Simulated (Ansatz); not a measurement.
Values for one crystal, relaxed and computed with DFT-r²SCAN in the program Ansatz with PAW potentials; other levels are named.

| Item | Result |
|---|---|
| Volume per atom | 22.08 Å³ |
| Electronic character | metallic (no gap) |
| Density of states at the Fermi level | 0.88 states/eV per atom (mean over ±0.08 eV) |
| Formation energy from the elements (no fitted shifts) | -0.40 eV/atom |

Task: Pick the material that matches.
A. LaCu5, P6/mmm (La on 1a, Cu on 3g, Cu on 2c)
B. LaIr2, cubic Laves (MgCu2 type)
C. La3In, Cu3Au type
D. LaZn2, Imma (La on 4e, Zn on 8h)

Result: D, LaZn2, Imma (La on 4e, Zn on 8h)

The workflow started from a Materials Project entry (that database holds measured and hypothetical structures alike); the Crystallography Open Database files this formula in space group No. 74, but the cells were not matched. Its standing as an ambient phase is unchecked. Symmetry was held in the r²SCAN relaxation; whether a distortion lowers the energy is not shown. The references are the lowest solids computed at this level, not always the standard phases. Spin–orbit coupling is left out wherever it is not named.

Potentials: the later of the program's two PAW sets.
